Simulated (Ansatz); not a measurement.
Steps from a short run of molecular dynamics on a 2×2×2 supercell (16 atoms) of MgS (rocksalt), relaxed with r2SCAN; forces from PBE in Ansatz, 2×2×2 mesh, Fermi-Dirac smearing of 0.026 eV, a Nosé-Hoover thermostat at fixed volume, set at 300 K. Computed, non-magnetic; the trajectory is short and the cell small, so nothing here is a converged average.

Cell vectors in Å:
```
0.0000 5.2030 5.2030
5.2030 0.0000 5.2030
5.2030 5.2030 0.0000
```

Q: At 6 fs the positions in Å are
```
Mg   0.006   0.001  -0.018
S    2.601   2.587   2.593
Mg   2.592   2.613   0.007
S    5.202   5.210   2.610
Mg   2.624   0.023   2.596
S    5.206   2.601   5.216
Mg   5.205   2.594   2.642
S    7.792   5.192   5.183
Mg   0.005   2.578   2.590
S    2.609   5.254   5.210
Mg   2.590   5.187   2.600
S    5.208   7.782   5.178
Mg   2.583   2.602   5.209
S    5.199   5.206   7.793
Mg   5.250   5.196   5.199
S    7.774   7.806   7.831
```
What are the forces, and how far does the free energy (smearing included) lie above that of step 0, with the atoms on their sites?

A: 2.7 meV an atom; forces in eV/Å:
```
Mg   0.041  -0.098   0.103
S    0.060   0.172   0.120
Mg   0.119  -0.043  -0.053
S   -0.056  -0.121  -0.141
Mg  -0.120  -0.163  -0.064
S   -0.190  -0.014   0.010
Mg   0.003   0.078  -0.209
S    0.211   0.089   0.133
Mg  -0.115   0.044   0.098
S   -0.028  -0.337  -0.058
Mg   0.089   0.099   0.052
S    0.028   0.199   0.135
Mg   0.012   0.100   0.063
S    0.064  -0.075   0.064
Mg  -0.248   0.063  -0.033
S    0.131   0.006  -0.222
```

Q: At 18 fs the positions in Å are
```
Mg   0.020  -0.003  -0.050
S    2.603   2.566   2.580
Mg   2.579   2.633   0.017
S    5.197   5.217   2.620
Mg   2.662   0.061   2.581
S    5.204   2.600   5.242
Mg   5.208   2.582   2.713
S    7.776   5.174   5.150
Mg   0.010   2.535   2.573
S    2.623   5.343   5.221
Mg   2.572   5.160   2.600
S    5.219   7.746   5.135
Mg   2.548   2.609   5.225
S    5.193   5.208   7.773
Mg   5.331   5.185   5.189
S    7.719   7.808   7.876
```
What are the forces, and how far does the free energy (smearing included) lie above that of step 0, with the atoms on their sites?

A: 18.2 meV an atom; forces in eV/Å:
```
Mg   0.091  -0.207   0.252
S    0.143   0.473   0.308
Mg   0.270  -0.057  -0.108
S   -0.142  -0.335  -0.341
Mg  -0.315  -0.430  -0.131
S   -0.459  -0.025   0.015
Mg  -0.054   0.178  -0.476
S    0.633   0.240   0.337
Mg  -0.244   0.149   0.246
S   -0.108  -0.901  -0.159
Mg   0.220   0.246   0.122
S    0.046   0.506   0.293
Mg   0.080   0.187   0.130
S    0.181  -0.173   0.161
Mg  -0.710   0.139  -0.065
S    0.367   0.011  -0.583
```

Q: At 42 fs the positions in Å are
```
Mg   0.061  -0.042  -0.069
S    2.625   2.585   2.596
Mg   2.596   2.666   0.023
S    5.170   5.187   2.597
Mg   2.682   0.061   2.534
S    5.143   2.596   5.293
Mg   5.198   2.586   2.772
S    7.828   5.172   5.127
Mg  -0.019   2.478   2.580
S    2.635   5.396   5.220
Mg   2.574   5.149   2.618
S    5.244   7.741   5.087
Mg   2.499   2.651   5.277
S    5.207   5.191   7.754
Mg   5.367   5.185   5.161
S    7.662   7.815   7.886
```
What are the forces, and how far does the free energy (smearing included) lie above that of step 0, with the atoms on their sites?

A: 24.7 meV an atom; forces in eV/Å:
```
Mg  -0.082  -0.009   0.205
S    0.029   0.308   0.230
Mg   0.110  -0.006   0.006
S    0.012  -0.293  -0.241
Mg  -0.293  -0.309   0.136
S   -0.206   0.024  -0.149
Mg  -0.230   0.020  -0.434
S    0.369   0.278   0.322
Mg  -0.095   0.331   0.156
S   -0.135  -1.008  -0.188
Mg   0.148   0.243  -0.041
S   -0.148   0.446   0.404
Mg   0.392   0.006  -0.040
S    0.176  -0.081   0.150
Mg  -0.595   0.043   0.047
S    0.547   0.006  -0.565
```
